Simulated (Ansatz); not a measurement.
**SrH12Br2O6: checking a database structure before trusting its electric field gradients**

The cell is a structure deposited in the COD.

```cif
data_SrH12Br2O6
_symmetry_space_group_name_H-M 'P321'
_symmetry_Int_Tables_number 150
_cell_length_a 8.2040
_cell_length_b 8.2040
_cell_length_c 4.1590
_cell_angle_alpha 90.000
_cell_angle_beta 90.000
_cell_angle_gamma 120.000
loop_
_atom_site_label
_atom_site_type_symbol
_atom_site_symmetry_multiplicity
_atom_site_Wyckoff_symbol
_atom_site_fract_x
_atom_site_fract_y
_atom_site_fract_z
Sr Sr 1 a 0.0000 0.0000 0.0000
H2 H 6 g 0.0730 0.3900 0.8400
H8 H 6 g 0.3150 0.2360 0.4600
Br Br 2 d 0.3333 0.6667 0.5595
O16 O 3 f 0.7874 0.0000 0.5000
O19 O 3 e 0.3112 0.0000 0.0000
```

One atom of each set is listed.

The numbers come from a DFT calculation in Ansatz (PBE, plane waves and PAW, scalar-relativistic, 420 eV cutoff, Γ-centred 3×3×5 k-points, Fermi–Dirac smearing 0.02 eV).

Problem. Do the atoms and the cell lie near the calculated equilibrium?

Solution. No. The largest force is 23 eV/Å, on atom 16 (O: 2 H at 0.78 Å, angle 97°; also 2 Sr at 2.71 Å), and the pressure is 25.0 GPa. Bonds to hydrogen as short as 0.78 Å are the usual result of locating hydrogen with X-rays, and they can account for much of this: hydrogen has to be relaxed before the gradients can be taken for those of the compound.
